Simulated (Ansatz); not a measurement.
Bi₂Te₃: computed property card

Bi₂Te₃:
```xyz
5
Lattice="4.4086 0.0000 0.0000 -2.2043 3.8180 0.0000 0.0000 0.0000 11.0158" Properties=species:S:1:pos:R:3 pbc="T T T"
Bi     0.0000     2.5453     2.0575
Bi     2.2043     1.2727     8.9583
Te     0.0000     0.0000     0.0000
Te     0.0000     2.5453     7.2465
Te     2.2043     1.2727     3.7694
```

Space group P-3m1 (No. 164), La2O3 or Ni2Al3 type; conventional cell a = 4.4086 Å, b = 4.4086 Å, c = 11.0158 Å, α = 90.00°, β = 90.00°, γ = 120.00°.

Method: r²SCAN in the plane-wave PAW code Ansatz. The cell and atoms are relaxed at this level. Other levels are named where they apply.

### Cell and energy

```
Item                                                           Value
-----------------------------------------------------  -------------
Volume per atom                                             37.08 Å³
Density                                                   7.17 g/cm³
Formation energy from the elements (no fitted shifts)  -0.27 eV/atom
```

### Electronic structure

```
Property                                                                                                           Value
----------------------------  ------------------------------------------------------------------------------------------
Band gap                                                                           1.01 eV (smallest direct gap 1.02 eV)
Valence-band maximum          off the standard path, at k = (0.000, 0.130, 0.383) in fractions of the reciprocal vectors
Conduction-band minimum                                                                                             at Γ
Electron effective mass                                                         0.099, 0.099, 0.90 mₑ (principal values)
Hole effective mass                                                               0.24, 0.45, 0.91 mₑ (principal values)
HSE06 gap on the r²SCAN cell                                                                                     1.17 eV
Gap with spin–orbit coupling                                                                                     0.07 eV
```

### Charges

```
Property                              Result
-------------  -----------------------------
Bader charges  Bi +0.80, Te -0.69 to -0.45 e
```

A made-up cell: these elements were put on the sites of a structure type; neither database checked (COD, Materials Project) lists it. It is not the phase usual at ambient conditions (space group No. 166). The r²SCAN relaxation kept the symmetry of its start; its stability against distortions is not shown here. The references are the lowest solids computed at this level, not always the standard phases. Spin–orbit coupling is left out wherever it is not named.

Potentials: the earlier of the program's two PAW sets.
